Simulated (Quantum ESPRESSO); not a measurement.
Band energies of MoSe2

```
CELL_PARAMETERS angstrom
      3.27832     0.00000     0.00000
     -1.63916     2.83910     0.00000
      0.00000     0.00000    12.72407
ATOMIC_POSITIONS crystal
  Se 0.33333 0.66667 0.88161
  Se 0.66667 0.33333 0.11839
  Se 0.66667 0.33333 0.38161
  Se 0.33333 0.66667 0.61839
  Mo 0.66667 0.33333 0.75000
  Mo 0.33333 0.66667 0.25000
```

norm-conserving PBEsol (Quantum ESPRESSO, 86 Ry, with spin-orbit coupling); path ΓMKΓALHA,LM,KH; energies in eV from the valence-band maximum.

```csv
k (1/Å),point,band 92,band 93,band 94,band 95,band 96,band 97,band 98,band 99
0.00,Γ,0.00,2.30,2.30,2.39,2.39,2.48,2.48,2.57
0.37,,-0.69,1.51,1.51,1.86,1.86,2.01,2.01,2.14
0.74,,-1.27,1.20,1.20,1.50,1.50,1.73,1.73,2.02
1.11,M,-0.88,1.52,1.52,1.58,1.58,1.76,1.76,2.15
1.53,,-0.46,1.28,1.28,1.39,1.39,1.71,1.71,2.31
1.75,K,-0.29,1.12,1.12,1.14,1.14,1.45,1.45,2.54
1.93,,-0.48,1.17,1.17,1.42,1.42,1.57,1.57,2.24
2.29,,-1.02,0.68,0.68,1.65,1.65,1.68,1.68,1.76
2.66,,-0.65,1.48,1.48,1.76,1.76,2.04,2.04,2.12
3.02,Γ,0.00,2.30,2.30,2.39,2.39,2.48,2.48,2.57
3.02,A,-0.17,2.32,2.32,2.32,2.32,2.58,2.58,2.58
3.18,,-0.24,2.23,2.23,2.23,2.23,2.41,2.41,2.41
3.66,,-1.34,1.45,1.45,1.45,1.45,1.71,1.71,1.71
3.97,,-1.09,1.54,1.54,1.54,1.54,1.83,1.83,1.83
4.13,L,-1.03,1.55,1.55,1.55,1.55,1.97,1.97,1.97
4.29,,-0.76,1.54,1.54,1.57,1.57,1.95,1.95,2.04
4.61,,-0.49,1.27,1.27,1.28,1.28,2.08,2.08,2.10
4.77,H,-0.38,1.13,1.13,1.15,1.15,2.00,2.00,2.00
4.93,,-0.52,1.27,1.27,1.28,1.28,2.02,2.02,2.04
5.25,,-0.97,1.10,1.10,1.16,1.16,1.86,1.86,1.89
5.57,,-0.95,1.35,1.35,1.36,1.36,1.91,1.91,1.94
5.89,,-0.24,2.21,2.21,2.24,2.24,2.38,2.38,2.42
6.05,A,-0.17,2.32,2.32,2.32,2.32,2.58,2.58,2.58
6.05,L,-1.03,1.55,1.55,1.55,1.55,1.97,1.97,1.97
6.29,M,-0.88,1.52,1.52,1.58,1.58,1.76,1.76,2.15
6.29,K,-0.29,1.12,1.12,1.14,1.14,1.45,1.45,2.54
6.54,H,-0.38,1.13,1.13,1.15,1.15,2.00,2.00,2.00
```

The PBEsol gap is indirect, 0.68 eV, from Γ to 43 % of the way from K to Γ; the smallest direct gap is 1.41 eV.

Geometry relaxed with PBE+D3(BJ).
